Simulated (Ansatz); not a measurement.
LiF (zinc blende, F-43m), DFT-r²SCAN in the program Ansatz with PAW potentials. The conduction-band minimum lies at Γ, with 1 equivalent valley. Second derivatives d²E/dk² of the lowest band at one valley (eV·Å²), along Cartesian directions:

```csv
direction,d²E/dk²
[100],9.306
[010],9.306
[001],9.306
[110],9.307
[101],9.307
[011],9.307
```

Problem. Find the principal effective masses, the density-of-states mass and the conductivity mass.

Solution. Off-diagonal terms follow from H_xy = H[110] − (H_xx + H_yy)/2, and m*/mₑ = 7.620 eV·Å² over each eigenvalue: 0.82, 0.82, 0.82. One valley's DOS mass (m₁m₂m₃)^(1/3) = 0.82, conductivity mass 3/(Σ 1/mᵢ) = 0.82 mₑ.

Problem. What effective density of states Nc follows at 300 K for parabolic valleys?

Solution. Nc = 2.509e19 × 1 × (0.82)^(3/2) ≈ 1.9e19 cm⁻³.

The start of the workflow was typed in or built on a structure type; neither database checked (COD, Materials Project) lists it. It is not the phase usual at ambient conditions (space group No. 225). The cell was relaxed with r²SCAN under the symmetry of its start; its stability against distortions is not shown here.

Potentials: the earlier of the program's two PAW sets.

Edges and masses are those of Kohn–Sham bands, whose gap is no quasiparticle gap.
